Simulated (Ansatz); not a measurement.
Input, command and steps of an Ansatz relaxation.

```yaml
crystal:
  lattice:
    - [-3.3129835619, 3.3129835619, 2.8739741976]
    - [3.3129835619, -3.3129835619, 2.8739741976]
    - [3.3129835619, 3.3129835619, -2.8739741976]
  atoms:
    - { symbol: Ti, position: [0.25, 0.25, 0.0] }
    - { symbol: Ti, position: [0.75, 0.75, 0.0] }
    - { symbol: Sb, position: [0.6517810981, 0.1517810981, 0.8035621963] }
    - { symbol: Sb, position: [0.1517810981, 0.3482189019, 0.5] }
    - { symbol: Sb, position: [0.3482189019, 0.8482189019, 0.1964378037] }
    - { symbol: Sb, position: [0.8482189019, 0.6517810981, 0.5] }
basis:
  ecutwfc: 500
kpoints:
  mp_grid: { grid: [8, 8, 8] }
hamiltonian:
  xc: r2scan
scf:
  occupations: { method: gaussian, width: 0.1 }
output:
  forces: true
  stress: true
  eigenvalues: true
relax:
  adjacent_minimum: "off"
  f_tol: 0.01
  max_steps: 30
  cell: { stress_tol: 0.1, fix: [volume] }
```

```bash
ansatz run input.yaml --threads 1 --pin off --max-ram 2560MiB --backend cpu --events-out ev --progress --plain --runs-dir out
```

All numbers below come from DFT r2SCAN, scalar-relativistic, plane waves, PAW (Ansatz 0.2.0).

The volume is held at 0.97 times that of the relaxed cell.

Of 4 frames 3 are shown, positions in Å and forces in eV/Å; the SCF threshold varies from step to step. Steps run on the plane waves of an earlier cell, with a Pulay correction in the pressure. The basis is chosen afresh for the last frame, the zero of the energies, and at times for earlier ones too; energy and pressure step there, also at an unchanged geometry. The mark taken_back stands on steps that the optimiser undid.

```xyz
6
Lattice="-3.3130 3.3130 2.8740 3.3130 -3.3130 2.8740 3.3130 3.3130 -2.8740" Properties=species:S:1:pos:R:3:forces:R:3 pbc="T T T" step=1 free_energy_over_end_meV_per_atom=0.13 pressure_GPa=3.12
Ti    0.0000    0.0000    1.4370    0.0000    0.0000    0.0000
Ti    0.0000    0.0000    4.3110    0.0000    0.0000    0.0000
Sb    1.0057    4.3187    0.0000    0.0272    0.0272    0.0000
Sb    2.3073    1.0057    0.0000   -0.0272    0.0272    0.0000
Sb    2.3073   -1.0057    2.8740   -0.0272   -0.0272    0.0000
Sb    1.0057    2.3073    2.8740    0.0272   -0.0272    0.0000
6
Lattice="-3.3212 3.3212 2.8598 3.3212 -3.3212 2.8598 3.3212 3.3212 -2.8598" Properties=species:S:1:pos:R:3:forces:R:3 pbc="T T T" step=2 free_energy_over_end_meV_per_atom=0.15 pressure_GPa=3.01 taken_back
Ti    0.0000    0.0000    1.4299    0.0000    0.0000    0.0000
Ti    0.0000    0.0000    4.2897    0.0000    0.0000    0.0000
Sb    1.0133    4.3345    0.0000   -0.0501   -0.0501    0.0000
Sb    2.3079    1.0133    0.0000    0.0501   -0.0501    0.0000
Sb    2.3079   -1.0133    2.8598    0.0501    0.0501    0.0000
Sb    1.0133    2.3079    2.8598   -0.0501    0.0501    0.0000
6
Lattice="-3.3170 3.3170 2.8670 3.3170 -3.3170 2.8670 3.3170 3.3170 -2.8670" Properties=species:S:1:pos:R:3:forces:R:3 pbc="T T T" step=4 free_energy_over_end_meV_per_atom=0.00 pressure_GPa=3.07
Ti    0.0000    0.0000    1.4335    0.0000    0.0000    0.0000
Ti    0.0000    0.0000    4.3005    0.0000    0.0000    0.0000
Sb    1.0083    4.3253    0.0000    0.0041    0.0041    0.0000
Sb    2.3087    1.0083    0.0000   -0.0041    0.0041    0.0000
Sb    2.3087   -1.0083    2.8670   -0.0041   -0.0041    0.0000
Sb    1.0083    2.3087    2.8670    0.0041   -0.0041    0.0000
```

The run took 2.7 min on 1 thread of Arm Neoverse V2, with other jobs on the host, peak memory 1 GiB.